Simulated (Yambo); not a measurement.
Yambo run on CsO (space group Immm, No. 71). The wavefunctions are PBEsol (pw.x of Quantum ESPRESSO, ONCV potentials, no spin-orbit coupling) ones on a 4×4×4 mesh (15 occupied bands); a = b = c = 5.3360 Å, α = 132.85°, β = 106.91°, γ = 91.67°.

Yambo input:

```
rim_cut
gw0
dyson
el_el_corr
HF_and_locXC
cohsex
em1s
RandQpts= 1000000
RandGvec= 1 Ry
EXXRLvcs= 84 Ry
VXCRLvcs= 336 Ry
Chimod= "HARTREE"
% BndsRnXs
 1 | 110 |
%
NGsBlkXs= 6 Ry
% LongDrXs
 1.0 | 1.0 | 1.0 |
%
ExtendOut
% QPkrange
 1 | 1 | 15 | 16 |
%
```

k points by index: 1 = Γ.

Resulting energies as the program prints them:

```
#    K-point    Band    Eo [eV]    E [eV]    E-Eo [eV]    Vxc [eV]    Vnlxc [eV]    Sc|Eo [eV]    Re(Z)    Im(Z)
#
    1    15    0.000000    -2.400994    -2.400994    -19.53758    -25.08994    3.151358    1.000000    0.000000
    1    16    1.868325    1.556410    -0.311915    -7.411328    -3.474097    -4.249146    1.000000    0.000000
```
(The two width columns are left out.) Convergence of these settings isn't established.

Geometry relaxed with PBEsol.

The structure is a Materials Project entry; no match was found in the copy of COD used, and its stability was not checked.
